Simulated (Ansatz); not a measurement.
Ta (omega (AlB2-type)): energy against volume

Level of theory: DFT, r2SCAN, plane waves (500 eV) with PAW, scalar-relativistic (Ansatz 0.2.0). (PAW data from PBE, frozen cores regenerated.)

The cell is scaled uniformly from the relaxed one, with fractional coordinates and shape fixed. Energies are extrapolated to zero smearing, pressures are those at the given smearing. Magnetic state: spin not included.

A Birch-Murnaghan fit gives V₀ = 18.40 Å³/atom, B₀ = 191 GPa, B₀′ = 3.6.

Question: What are the energy above the minimum and the pressure at 16.202 Å³/atom?

Answer: 190.4 meV/atom and 30.84 GPa as computed.

Question: What are the energy above the minimum and the pressure at 19.148 Å³/atom?

Answer: 17.1 meV/atom and -7.04 GPa as computed.

Question: What are the energy above the minimum and the pressure at 20.621 Å³/atom?

Answer: 134.3 meV/atom and -17.74 GPa as computed.
